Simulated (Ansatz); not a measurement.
A distorted cell of Al2Cu (Al2Cu type, space group I4/mcm):

```yaml
crystal:
  lattice:
    - [-3.07942, 3.07942, 2.47721]
    - [3.07942, -3.07942, 2.47721]
    - [3.07942, 3.07942, -2.47721]
  atoms:
    - { symbol: Al, position: [0.15866, 0.65866, 0.81732] }
    - { symbol: Al, position: [0.34134, 0.15866, 0.50000] }
    - { symbol: Al, position: [0.65866, 0.84134, 0.50000] }
    - { symbol: Al, position: [0.84134, 0.34134, 0.18268] }
    - { symbol: Cu, position: [0.75000, 0.75000, 0.00000] }
    - { symbol: Cu, position: [0.25000, 0.25000, 0.00000] }
```

These are PBE (plane waves to 420 eV, PAW, scalar-relativistic; Ansatz, a quantum-chemistry and plane-wave program) values and carry that method's errors. k mesh 13×13×13 (Γ-centred), Fermi-Dirac smearing 0.05 eV. Energies are smeared free energies. Compression counts positive. Al2Cu is run without spin polarisation. Al2Cu was relaxed with its symmetry unable to fall.

Problem. Give the stress tensor in GPa and the pressure.

Solution. 
```
   -4.4      0.0      0.0
    0.0     -4.4      0.0
    0.0      0.0     -4.3
```
The pressure, a third of the trace, is -4.4 GPa.

Problem. It is the relaxed cell scaled evenly to V/V₀ = 1.050, atoms relaxed where free. What is its energy relative to the relaxed cell?

Solution. 11 meV/atom.

(Under strain, the slope of the energy per volume gives the stress and its curvature an elastic modulus.)
